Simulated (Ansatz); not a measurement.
LiBr (rock salt)

```yaml
crystal:
  lattice:
    - [0.00000, 2.75554, 2.75554]
    - [2.75554, 0.00000, 2.75554]
    - [2.75554, 2.75554, 0.00000]
  atoms:
    - { symbol: Br, position: [0.00000, 0.00000, 0.00000] }
    - { symbol: Li, position: [0.50000, 0.50000, 0.50000] }
```

The slice is a {100} plane (indices of the conventional cell) through the point (0.500, 0.500, 0.500) (fractional), spanned by u = [100] and v = [0 1 -1] in vectors of this cell: u (3.90 Å) and v (3.90 Å, at 90° to u). It covers one period; positions are fractions (u, v).

All values below come from PBE (plane waves to 420 eV, PAW, scalar-relativistic; Ansatz, an electronic-structure program). k mesh 10×10×10. These are valence fields of a PAW run, semicore shells included where kept as valence: close to a nucleus they are smooth pseudo fields. LiBr was relaxed with its symmetry unable to fall.

### Question
What is the valence density on the shortest Br–Li line in this plane (2.76 Å), at its minimum between the atoms?

### Answer
0.07 e/Å³.

### Question
What is the ELF at the density minimum of the shortest Br–Li line in this plane (2.76 Å)?

### Answer
0.0.

### Question
Sketch the valence electron density on this plane as a map.

### Answer
```
v \ u  0.00  0.12  0.25  0.38  0.50  0.62  0.75  0.88
-----  ----  ----  ----  ----  ----  ----  ----  ----
0.88    0.1  -0.9  -1.2  -1.0  -0.9  -1.0  -1.2  -0.9
0.75   -1.4  -1.2  -0.7  -0.3  -0.2  -0.3  -0.7  -1.2
0.62   -1.3  -1.0  -0.3   0.1   0.0   0.1  -0.3  -1.0
0.50   -1.3  -0.9  -0.2   0.0  -1.2   0.0  -0.2  -0.9
0.38   -1.3  -1.0  -0.3   0.1   0.0   0.1  -0.3  -1.0
0.25   -1.4  -1.2  -0.7  -0.3  -0.2  -0.3  -0.7  -1.2
0.12    0.1  -0.9  -1.2  -1.0  -0.9  -1.0  -1.2  -0.9
0.00    1.0   0.1  -1.4  -1.3  -1.3  -1.3  -1.4   0.1
```

Values: log₁₀ of the valence density in e/Å³. The scale is logarithmic, as a density can span decades between atoms and voids.
